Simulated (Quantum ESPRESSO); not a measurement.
## TiGaHf2O7F (one run as intended and one with a planted mistake)

Computed values, not a measurement. The program is pw.x of Quantum ESPRESSO 7.5 (plane-wave density functional theory). The cell is made up: 12 atoms on a fluorite lattice, with randomly drawn elements, strain and displacements, not relaxed. PseudoDojo standard norm-conserving files (v0.5 for PBE, v0.4.1 for LDA and PBEsol) set the functional; there is no spin polarisation, spin-orbit coupling or dispersion term, and the masses in the input are unused placeholders.

The hafnium pseudopotential is less sure than the others, with forces about 3 percent (worst 6) and pressure in oxides about 1.5 GPa (worst 2.7) from a second method in checks, which no rerun with the same files tests.

Intended input:

```
&control calculation='scf', pseudo_dir='./dojo.nc.sr.pbe.v0_5.standard.upf', outdir='./o', disk_io='low', tprnfor=.true., tstress=.true. /
&system ibrav=0, nat=12, ntyp=5, nbnd=55, ecutwfc=84.00895049, nosym=.true., tot_charge=0,
 occupations='smearing', smearing='fd', degauss=0.0018374661
/
&electrons conv_thr=7.350e-09, electron_maxstep=60, /
ATOMIC_SPECIES
F 1.0 F.upf
Ga 1.0 Ga.upf
Hf 1.0 Hf.upf
O 1.0 O.upf
Ti 1.0 Ti.upf
CELL_PARAMETERS angstrom
4.9656 0.0 0.0
0.0 4.9656 0.0
0.0 0.0 4.9656
ATOMIC_POSITIONS angstrom
Ti -0.0155 -0.0432 0.0064
Ga 0.1543 2.4318 2.5717
Hf 2.5336 0.0003 2.457
Hf 2.5272 2.5461 -0.1236
O 1.2966 1.4277 1.1457
O 1.3687 1.217 3.6331
O 1.364 3.7844 1.16
O 1.3565 3.7038 3.6832
O 3.8057 1.2293 1.292
F 3.8418 1.137 3.6039
O 3.5865 3.5868 1.1702
O 3.5788 3.687 3.6654
K_POINTS automatic
5 5 5 1 1 1
```

The log is shortened where brackets say so; the opening notice, blank lines, dates and the lines on written files are dropped, and the path of the files is cut. It prints rydbergs, bohrs and kilobars, and counts compression as positive stress. Where no state is partly filled, the Fermi energy that it prints is only some level between the filled and the empty states on the mesh, and need not lie in the true gap.

Log of the intended run:

```
     Program PWSCF v.7.5
     Parallel version (MPI & OpenMP), running on       4 processor cores
     Number of MPI processes:                 4
     Threads/MPI process:                     1
     [start-up lines left out]
     bravais-lattice index     =            0
     lattice parameter (alat)  =       9.3836  a.u.
     unit-cell volume          =     826.2506 (a.u.)^3
     number of atoms/cell      =           12
     number of atomic types    =            5
     number of electrons       =        98.00
     number of Kohn-Sham states=           55
     kinetic-energy cutoff     =      84.0090  Ry
     charge density cutoff     =     336.0358  Ry
     scf convergence threshold =      7.3E-09
     mixing beta               =       0.7000
     number of iterations used =            8  plain     mixing
     Exchange-correlation= PBE
                           (   1   4   3   4   0   0   0)
     [axes and pseudopotential details left out]
   Cartesian axes
     site n.     atom                  positions (alat units)
         1        Ti     tau(   1) = (  -0.0031215  -0.0086999   0.0012889  )
         2        Ga     tau(   2) = (   0.0310738   0.4897293   0.5179032  )
         3        Hf     tau(   3) = (   0.5102304   0.0000604   0.4948043  )
         4        Hf     tau(   4) = (   0.5089415   0.5127477  -0.0248913  )
         5        O      tau(   5) = (   0.2611165   0.2875181   0.2307274  )
         6        O      tau(   6) = (   0.2756364   0.2450862   0.7316538  )
         7        O      tau(   7) = (   0.2746899   0.7621234   0.2336072  )
         8        O      tau(   8) = (   0.2731795   0.7458917   0.7417432  )
         9        O      tau(   9) = (   0.7664129   0.2475632   0.2601901  )
        10        F      tau(  10) = (   0.7736829   0.2289754   0.7257733  )
        11        O      tau(  11) = (   0.7222692   0.7223296   0.2356614  )
        12        O      tau(  12) = (   0.7207185   0.7425085   0.7381585  )
     number of k points=    63  Fermi-Dirac smearing, width (Ry)=  0.0018
                       cart. coord. in units 2pi/alat
        k(    1) = (   0.1000000   0.1000000   0.1000000), wk =   0.0320000
        k(    2) = (   0.1000000   0.1000000   0.3000000), wk =   0.0320000
     [further k points left out]
     Dense  grid:    86119 G-vectors     FFT dimensions: (  60,  60,  60)
     Estimated max dynamical RAM per process >     302.33 MB
     Estimated total dynamical RAM >       1.12 GB
     Initial potential from superposition of free atoms
     starting charge      97.9920, renormalised to      98.0000
     Starting wfcs are   71 randomized atomic wfcs
     total cpu time spent up to now is        5.5 secs
     per-process dynamical memory:   232.3 Mb
     Self-consistent Calculation
     iteration #  1     ecut=    84.01 Ry     beta= 0.70
     Davidson diagonalization with overlap
     ethr =  1.00E-02,  avg # of iterations =  2.0
     total cpu time spent up to now is       14.5 secs
     total energy              =    -776.55232459 Ry
     estimated scf accuracy    <       4.88068655 Ry
     iteration #  2     ecut=    84.01 Ry     beta= 0.70
     Davidson diagonalization with overlap
     ethr =  4.98E-03,  avg # of iterations =  5.4
     total cpu time spent up to now is       27.6 secs
     total energy              =    -771.98219057 Ry
     estimated scf accuracy    <      57.87640648 Ry
     [iterations 3 to 13 left out]
     iteration # 14     ecut=    84.01 Ry     beta= 0.70
     Davidson diagonalization with overlap
     ethr =  2.68E-10,  avg # of iterations =  2.0
     total cpu time spent up to now is      154.8 secs
     total energy              =    -779.10938882 Ry
     estimated scf accuracy    <       0.00000003 Ry
     iteration # 15     ecut=    84.01 Ry     beta= 0.70
     Davidson diagonalization with overlap
     ethr =  3.42E-11,  avg # of iterations =  3.4
     total cpu time spent up to now is      164.5 secs
     End of self-consistent calculation
     [lines on levels left out]
     the Fermi energy is    12.3387 ev
!    total energy              =    -779.10938883 Ry
     estimated scf accuracy    <          2.6E-09 Ry
     smearing contrib. (-TS)   =      -0.00000000 Ry
     internal energy E=F+TS    =    -779.10938883 Ry
     The total energy is F=E-TS. E is the sum of the following terms:
     one-electron contribution =    -169.65299007 Ry
     hartree contribution      =     152.21535813 Ry
     xc contribution           =    -186.81670448 Ry
     ewald contribution        =    -574.85505241 Ry
     convergence has been achieved in  15 iterations
     Forces acting on atoms (cartesian axes, Ry/au):
     atom    1 type  5   force =     0.07941631   -0.04864772    0.13067277
     atom    2 type  2   force =     0.04212181    0.03062582   -0.09304579
     atom    3 type  3   force =    -0.07268596   -0.03949880   -0.13477183
     atom    4 type  3   force =    -0.07908309   -0.05006705    0.11464766
     atom    5 type  4   force =    -0.05522238   -0.06676941    0.01896979
     atom    6 type  4   force =    -0.05552718   -0.01952838    0.01609751
     atom    7 type  4   force =    -0.12167087    0.08541654   -0.03016470
     atom    8 type  4   force =    -0.16367972    0.01028566   -0.01910157
     atom    9 type  4   force =     0.04245552   -0.06213759   -0.06267458
     atom   10 type  1   force =     0.03335946    0.03109879    0.07391682
     atom   11 type  4   force =     0.15797329    0.08638920    0.01861357
     atom   12 type  4   force =     0.19254281    0.04283294   -0.03315965
     Total force =     0.485593     Total SCF correction =     0.000139
     Computing stress (Cartesian axis) and pressure
          total   stress  (Ry/bohr**3)                   (kbar)     P=      137.46
   0.00096541   0.00026155   0.00004157          142.02       38.48        6.11
   0.00026155   0.00089811  -0.00024787           38.48      132.12      -36.46
   0.00004157  -0.00024787   0.00093982            6.11      -36.46      138.25
     init_run     :      4.99s CPU      5.21s WALL (       1 calls)
     electrons    :    158.26s CPU    159.01s WALL (       1 calls)
     forces       :      2.07s CPU      2.08s WALL (       1 calls)
     stress       :      6.88s CPU      7.12s WALL (       1 calls)
     [timing details left out]
     PWSCF        :   2m52.51s CPU   2m53.80s WALL
     JOB DONE.
```

A second run has one planted mistake: the files are those of another functional. The input lines that differ, file-writing options aside:

```
- &control calculation='scf', pseudo_dir='./dojo.nc.sr.pbe.v0_5.standard.upf', outdir='./o', disk_io='low', tprnfor=.true., tstress=.true. /
+ &control calculation='scf', pseudo_dir='./dojo.nc.sr.lda.v0_4_1.standard.upf', outdir='./o', disk_io='low', tprnfor=.true., tstress=.true. /
```

Its log:

```
     Program PWSCF v.7.5
     Parallel version (MPI & OpenMP), running on       4 processor cores
     Number of MPI processes:                 4
     Threads/MPI process:                     1
     [start-up lines left out]
     bravais-lattice index     =            0
     lattice parameter (alat)  =       9.3836  a.u.
     unit-cell volume          =     826.2506 (a.u.)^3
     number of atoms/cell      =           12
     number of atomic types    =            5
     number of electrons       =        98.00
     number of Kohn-Sham states=           55
     kinetic-energy cutoff     =      84.0090  Ry
     charge density cutoff     =     336.0358  Ry
     scf convergence threshold =      7.3E-09
     mixing beta               =       0.7000
     number of iterations used =            8  plain     mixing
     Exchange-correlation= SLA  PW   NOGX NOGC
                           (   1   4   0   0   0   0   0)
     [axes and pseudopotential details left out]
   Cartesian axes
     site n.     atom                  positions (alat units)
         1        Ti     tau(   1) = (  -0.0031215  -0.0086999   0.0012889  )
         2        Ga     tau(   2) = (   0.0310738   0.4897293   0.5179032  )
         3        Hf     tau(   3) = (   0.5102304   0.0000604   0.4948043  )
         4        Hf     tau(   4) = (   0.5089415   0.5127477  -0.0248913  )
         5        O      tau(   5) = (   0.2611165   0.2875181   0.2307274  )
         6        O      tau(   6) = (   0.2756364   0.2450862   0.7316538  )
         7        O      tau(   7) = (   0.2746899   0.7621234   0.2336072  )
         8        O      tau(   8) = (   0.2731795   0.7458917   0.7417432  )
         9        O      tau(   9) = (   0.7664129   0.2475632   0.2601901  )
        10        F      tau(  10) = (   0.7736829   0.2289754   0.7257733  )
        11        O      tau(  11) = (   0.7222692   0.7223296   0.2356614  )
        12        O      tau(  12) = (   0.7207185   0.7425085   0.7381585  )
     number of k points=    63  Fermi-Dirac smearing, width (Ry)=  0.0018
                       cart. coord. in units 2pi/alat
        k(    1) = (   0.1000000   0.1000000   0.1000000), wk =   0.0320000
        k(    2) = (   0.1000000   0.1000000   0.3000000), wk =   0.0320000
     [further k points left out]
     Dense  grid:    86119 G-vectors     FFT dimensions: (  60,  60,  60)
     Estimated max dynamical RAM per process >     302.33 MB
     Estimated total dynamical RAM >       1.12 GB
     Initial potential from superposition of free atoms
     starting charge      97.9936, renormalised to      98.0000
     Starting wfcs are   71 randomized atomic wfcs
     total cpu time spent up to now is        5.3 secs
     per-process dynamical memory:   232.3 Mb
     Self-consistent Calculation
     iteration #  1     ecut=    84.01 Ry     beta= 0.70
     Davidson diagonalization with overlap
     ethr =  1.00E-02,  avg # of iterations =  2.0
     total cpu time spent up to now is       14.4 secs
     total energy              =    -776.11981815 Ry
     estimated scf accuracy    <       4.68616474 Ry
     iteration #  2     ecut=    84.01 Ry     beta= 0.70
     Davidson diagonalization with overlap
     ethr =  4.78E-03,  avg # of iterations =  5.5
     total cpu time spent up to now is       27.5 secs
     total energy              =    -771.64015039 Ry
     estimated scf accuracy    <      57.64122548 Ry
     [iterations 3 to 13 left out]
     iteration # 14     ecut=    84.01 Ry     beta= 0.70
     Davidson diagonalization with overlap
     ethr =  2.82E-10,  avg # of iterations =  2.2
     total cpu time spent up to now is      156.6 secs
     total energy              =    -778.62862108 Ry
     estimated scf accuracy    <       0.00000004 Ry
     iteration # 15     ecut=    84.01 Ry     beta= 0.70
     Davidson diagonalization with overlap
     ethr =  3.95E-11,  avg # of iterations =  3.2
     total cpu time spent up to now is      167.0 secs
     End of self-consistent calculation
     [lines on levels left out]
     the Fermi energy is    11.8723 ev
!    total energy              =    -778.62862108 Ry
     estimated scf accuracy    <          2.3E-09 Ry
     smearing contrib. (-TS)   =      -0.00000001 Ry
     internal energy E=F+TS    =    -778.62862107 Ry
     The total energy is F=E-TS. E is the sum of the following terms:
     one-electron contribution =    -170.82241845 Ry
     hartree contribution      =     151.12548855 Ry
     xc contribution           =    -184.07663877 Ry
     ewald contribution        =    -574.85505241 Ry
     convergence has been achieved in  15 iterations
     Forces acting on atoms (cartesian axes, Ry/au):
     atom    1 type  5   force =     0.07688109   -0.04696567    0.12841743
     atom    2 type  2   force =     0.04610769    0.02328683   -0.08861650
     atom    3 type  3   force =    -0.06714744   -0.04169969   -0.12478531
     atom    4 type  3   force =    -0.08097123   -0.03587207    0.11261788
     atom    5 type  4   force =    -0.04732049   -0.06104756    0.01830533
     atom    6 type  4   force =    -0.04484020   -0.01797880    0.01185176
     atom    7 type  4   force =    -0.10542194    0.08518124   -0.03243084
     atom    8 type  4   force =    -0.14750868    0.00590965   -0.01775505
     atom    9 type  4   force =     0.03455851   -0.06488139   -0.05803568
     atom   10 type  1   force =     0.02276762    0.02697400    0.06819229
     atom   11 type  4   force =     0.14014825    0.08408969    0.01185928
     atom   12 type  4   force =     0.17274683    0.04300377   -0.02962060
     Total force =     0.449298     Total SCF correction =     0.000136
     Computing stress (Cartesian axis) and pressure
          total   stress  (Ry/bohr**3)                   (kbar)     P=      -30.17
  -0.00015345   0.00023624   0.00003042          -22.57       34.75        4.47
   0.00023624  -0.00024898  -0.00025381           34.75      -36.63      -37.34
   0.00003042  -0.00025381  -0.00021295            4.47      -37.34      -31.33
     init_run     :      4.87s CPU      5.08s WALL (       1 calls)
     electrons    :    161.18s CPU    161.76s WALL (       1 calls)
     forces       :      2.03s CPU      2.05s WALL (       1 calls)
     stress       :      6.97s CPU      7.15s WALL (       1 calls)
     [timing details left out]
     PWSCF        :   2m55.29s CPU   2m56.33s WALL
     JOB DONE.
```

```
                                            intended run  run with the mistake
                          free energy (eV)    -10600.323            -10593.782
                    smearing term -TS (eV)        0.0000                0.0000
                            pressure (GPa)         13.75                 -3.02
            largest force component (eV/Å)         4.950                 4.441
largest change of a force component (eV/Å)                               0.509
                                iterations            15                    15
```

For scale, a rerun of the intended cell at 1437 eV and a 7 x 7 x 7 mesh moved values by no more than 0.003 eV in energy, 0.04 GPa in stress and 0.003 eV/Å in force. Files of another functional have another zero of energy, so the energy change says nothing on stability.